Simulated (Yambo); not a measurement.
G0W0@PBEsol for Ba$_{2}$WZnO$_{6}$ (space group Fm-3m, No. 225) in Yambo. Reference settings: 2×2×2 Γ-centred k mesh, bands 6 to 222 and a 7 Ry block in the screening, 222 bands in G with the Bruneval-Gonze terminator, plasmon pole fitted at 27.2 eV. The PBEsol gap Γ → X on this mesh is 2.88 eV; G0W0 gaps are taken between the same points.

```
change from the reference       G0W0 gap Γ → X (eV)  shift of the valence edge (eV)
------------------------------  -------------------  ------------------------------
reference settings                             4.44                           -0.39
97 bands in G, no terminator                   4.67                            0.36
97 bands in G                                     …                           -0.34
151 bands in G                                 4.45                           -0.38
no random integration                          4.37                           -0.12
6 Ry block                                     4.44                           -0.37
2 Ry block                                        …                           -0.47
151 bands in W, 151 bands in G                 4.50                           -0.32
```

Task: Estimate the withheld gaps from the other rows; the computed values follow.

Result: 
- 97 bands in G, G0W0 gap Γ → X (eV): 4.48
- 2 Ry block, G0W0 gap Γ → X (eV): 4.68

The reference isn't shown to be the converged limit.

Spin-orbit coupling is not included.

Geometry of the Materials Project entry, not relaxed at this level; primitive cell a = b = c = 5.8411 Å, α = β = γ = 60.00°.

A shift is the quasiparticle energy of the state minus its PBEsol energy.
